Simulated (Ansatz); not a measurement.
Consider the following.

RuN2:
Space group Pnnm (No. 58); a = 4.0396 Å, b = 4.8248 Å, c = 2.6524 Å, α = β = γ = 90.00°

```tsv
atom	site	symmetry	x	y	z
Ru	2a	..2/m	0.0000	0.0000	0.0000
N	4g	..m	0.1226	0.4079	0.0000
```

This is the LDA-relaxed structure.

Q: All from LDA (plane waves, PAW; program Ansatz), unless another level is named. Give the electronic character.

A: metallic (no gap).

Q: What about the density of states at the Fermi level?

A: 0.35 states/eV per atom (mean over ±0.08 eV).

Q: Next, the formation energy from the elements (no fitted shifts)?

A: -1.4 kJ/mol of atoms.

The first step of the workflow began from a Materials Project structure, measured or hypothetical; the Crystallography Open Database copy checked does not list it. Its standing as an ambient phase is unchecked. Symmetry was held in the LDA relaxation; whether a distortion lowers the energy is not shown. The run is not spin-polarised. The references are the lowest solids computed at this level, not always the standard phases (solids in place of the gases). Spin–orbit coupling is left out wherever it is not named.

Potentials: the later of the program's two PAW sets.
